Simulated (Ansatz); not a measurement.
## Structure relaxation, Li₃Zn₂SbO₆

The start is a relaxed Li3Zn2SbO6 cell shaken by Gaussian noise of σ = 0.08 Å a coordinate. The cell and all atomic positions are relaxed at zero pressure with PBE (plane waves to 420 eV, PAW, scalar-relativistic; Ansatz, an electronic-structure program). The first steps use a coarse 4×4×4 k-mesh.

Initial structure:
```
Li3Zn2SbO6
1.0
    2.65913    -4.57571     0.00000
    2.65913     4.57571     0.00000
   -1.82411     0.00000     4.93740
Li Zn Sb O
3 2 1 6
Direct
  0.81347   0.18054   0.50776
  0.19116   0.82291   0.50849
  0.50394   0.49721   0.48397
  0.69521   0.36776   0.02603
  0.32867   0.68316   0.02835
  0.94566   0.95557   0.98701
  0.08473   0.42473   0.23463
  0.92220   0.62458   0.74563
  0.59310   0.92433   0.74770
  0.41386   0.09451   0.23209
  0.22880   0.25189   0.75846
  0.75263   0.75923   0.23825
```

How much energy is released per atom?

0.13 eV/atom.

Is the parent structure recovered?

It returns to the parent structure, C2/m (No. 12).

How do the shortest distances between atoms change?

The closest pairs of elements (up to four, under 3.6 Å), start → end: O–Sb 1.91 → 2.02 Å; O–Zn 1.99 → 2.14 Å; Li–O 2.02 → 2.15 Å; Sb–Zn 2.78 → 3.05 Å.

It ends as:

```cif
data_Li6O12Sb2Zn4
_chemical_formula_sum 'Li6 Zn4 Sb2 O12'
_space_group_name_H-M_alt 'C2/m'
_space_group_IT_number 12
_space_group_name_Hall '-C 2y'
_cell_length_a 5.31862
_cell_length_b 9.15153
_cell_length_c 5.26383
_cell_angle_alpha 90.000
_cell_angle_beta 110.279
_cell_angle_gamma 90.000
loop_
_atom_site_label
_atom_site_type_symbol
_atom_site_symmetry_multiplicity
_atom_site_Wyckoff_symbol
_atom_site_fract_x
_atom_site_fract_y
_atom_site_fract_z
_atom_site_occupancy
Li1 Li 4 h 0.50000 0.16890 0.50000 1
Li2 Li 2 c 0.50000 0.50000 0.50000 1
Zn1 Zn 4 g 0.00000 0.16657 0.00000 1
Sb1 Sb 2 b 0.00000 0.50000 0.00000 1
O1 O 8 j 0.23484 0.34269 0.23636 1
O2 O 4 i 0.26352 0.00000 0.22816 1
```
(The calculation used a cell of 12 atoms; values per cell refer to that cell.)

Final values are on a 6×6×6 k-mesh of the relaxed cell. No spin polarisation in the result.

The cell that was disturbed is our relaxation of an entry of Materials Project.
